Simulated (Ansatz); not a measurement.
Put Y4I in Pm-3m (No. 221): Y on 3c and 1a; I on 1b.

All numbers below come from DFT PBE, scalar-relativistic, plane waves, PAW (Ansatz 0.2.0). Cutoff 420 eV, Γ-centred mesh, Gaussian smearing, no spin polarisation.

Formation energies are uncorrected and refer to the elements' standard structures at the same level.

Task: Predict the relaxed structure.

Result:

Space group Pm-3m (No. 221). a = 5.664 Å, b = 5.664 Å, c = 5.664 Å, α = 90.00°, β = 90.00°, γ = 90.00°
```
atom  site  symmetry       x       y       z
   Y    3c    4/mm.m  0.0000  0.5000  0.5000
   Y    1a      m-3m  0.0000  0.0000  0.0000
   I    1b      m-3m  0.5000  0.5000  0.5000
```

Y on a site of symmetry 4/mmm has 2 I at 2.83 Å and 12 Y at 4.01 Å; around Y on a site of symmetry m-3m lie 12 Y at 4.01 Å; I is surrounded by 6 Y at 2.83 Å.

Task: Where does its energy lie, and is it a metal?

Result: The energy over the elements is +0.11 eV/atom. The gap on the 8×8×8 mesh of the 5-atom cell is 0 eV (a metal). It can't be a ground state, since the elements alone are lower.

The last run used Gaussian smearing of 0.10 eV. These runs have no spin–orbit coupling, which can matter for I. The cell is a metal run without spin; a magnetic state may lie lower. The reference form of I is held partly by dispersion forces, which this level lacks. A structure relaxed within its symmetry needn't be a true minimum. Another cell of Y4I relaxed alike, in Cmmm, lies 235 meV/atom lower, so this cell isn't the stable form at this level.
